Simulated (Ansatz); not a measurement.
NbN (NiAs type, P6_3/mmc) at seven volumes, DFT-PBEsol in the program Ansatz with PAW potentials, shape and atoms relaxed at each. One row is withheld.

```csv
V (Å³/atom),P (GPa)
9.671,37.79
9.990,?
10.309,10.67
10.628,0.00
10.947,-9.09
11.265,-16.85
11.584,-23.45
```

Fit the shown pressures and predict the withheld one.

Third-order Birch–Murnaghan: P = (3/2)B₀(x^(7/2) − x^(5/2))[1 + (3/4)(B′ − 4)(x − 1)] with x = (V₀/V)^(2/3). Least squares on the six rows gives V₀ = 10.628 Å³/atom, B₀ = 327.3 GPa, B′ = 4.27. At V = 9.990, x = 1.0421 and P = 23.13 GPa. The run itself gave 23.16 GPa.

The workflow started from a Materials Project entry (that database holds measured and hypothetical structures alike); the Crystallography Open Database files this formula in space group No. 194, but the cells were not matched. It is not the phase usual at ambient conditions (space group No. 225). The cell was relaxed with PBEsol under the symmetry of its start; whether a distortion lowers the energy is not shown. No spin polarisation was allowed.

Potentials: the later of the program's two PAW sets.
